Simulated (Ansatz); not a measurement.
# C: gradients before and after relaxing the atoms

Start: a COD entry (the entry's cell lengths or inner coordinates differ somewhat from later room-temperature determinations), taken as it stands.

```cif
data_structure
_symmetry_space_group_name_H-M 'P 1'
_symmetry_Int_Tables_number 1
_cell_length_a 2.4700
_cell_length_b 2.4700
_cell_length_c 6.7900
_cell_angle_alpha 90.000
_cell_angle_beta 90.000
_cell_angle_gamma 120.000
_cell_volume 35.88
loop_
_atom_site_label
_atom_site_type_symbol
_atom_site_fract_x
_atom_site_fract_y
_atom_site_fract_z
_atom_site_occupancy
C1 C 0.00000 0.00000 0.00000 1
C2 C 0.00000 0.00000 0.50000 1
C3 C 0.33333 0.66667 0.00500 1
C4 C 0.66667 0.33333 0.50500 1
```

Atoms are numbered from 1 in the order listed; like atoms form one site, named after its first atom.

All values are calculated (Ansatz; DFT, PBE, plane waves and PAW, scalar-relativistic, 420 eV cutoff, Γ-centred 15×15×5 k-points, Fermi–Dirac smearing 0.05 eV), not measured.

The largest force at the start is 0.57 eV/Å. Relaxing the ions at fixed cell moves them by 0.017 Å at most (atom 2, C) and 0.017 Å rms.

```tsv
site	atom	moved (Å)	first shell before	first shell after	V_zz before (10²¹ V/m²)	η before
C1	1	0.017	3 C at 1.43 Å	3 C at 1.43 Å	2.36	0.00
C3	3	0.017	3 C at 1.43 Å	3 C at 1.43 Å	2.22	0.00
```

Task: How do the gradients change?

Result: 

```csv
site,atom,V_zz after,η after,change of V_zz
C1,1,2.36,0.00,0.00
C3,3,2.21,0.00,-0.01
```

No V_zz moves by more than 0.01.

With no gap above 0.1 eV, as in a metal, the gradients converge slowly in k; expect changes of a tenth or more on a denser mesh. Semilocal functionals make gaps too small and can close them, so the real compound need not be a metal.
